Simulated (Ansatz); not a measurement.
ZrTlF6 (Fm-3m)

Method: DFT PBE, scalar-relativistic, plane waves, PAW (Ansatz 0.2.0).

Cutoff 420 eV; k points 8×8×8 on the computed 8-atom cell (Γ-centred); Gaussian smearing, width 0.10 eV; no spin polarisation.

The structure is relaxed at this level of theory with its symmetry kept, and needn't be the ground state of this composition.

Space group Fm-3m (No. 225). a = 8.892 Å, b = 8.892 Å, c = 8.892 Å, α = 90.00°, β = 90.00°, γ = 90.00°
| atom | site | symmetry | x | y | z |
| --- | --- | --- | --- | --- | --- |
| Zr | 4a | m-3m | 0.0000 | 0.0000 | 0.0000 |
| Tl | 4b | m-3m | 0.5000 | 0.0000 | 0.0000 |
| F | 24e | 4m.m | 0.2277 | 0.0000 | 0.0000 |

(1) Formation energy from the elements' standard states (uncorrected)?

(2) Kohn–Sham band gap?

(3) Density of states at the Fermi level?

(4) Orbital (Löwdin) character within 0.5 eV of the Fermi level?

(5) Bader charge by site (e)?

Spin-orbit coupling is left out, which matters for the bands of heavy elements.

Results:

(1) -2.940 eV/atom.

(2) none (metal).

(3) 4.6 states/eV per cell.

(4) Tl 6s 59 %, F 2p 30 %.

(5) Zr (1 in the cell) 2.80, Tl (1 in the cell) 1.45, F (6 in the cell) -0.71.

The cell was found from a structure generator's guess, not taken from experiment. Löwdin shares on free-atom orbitals overweight diffuse shells.
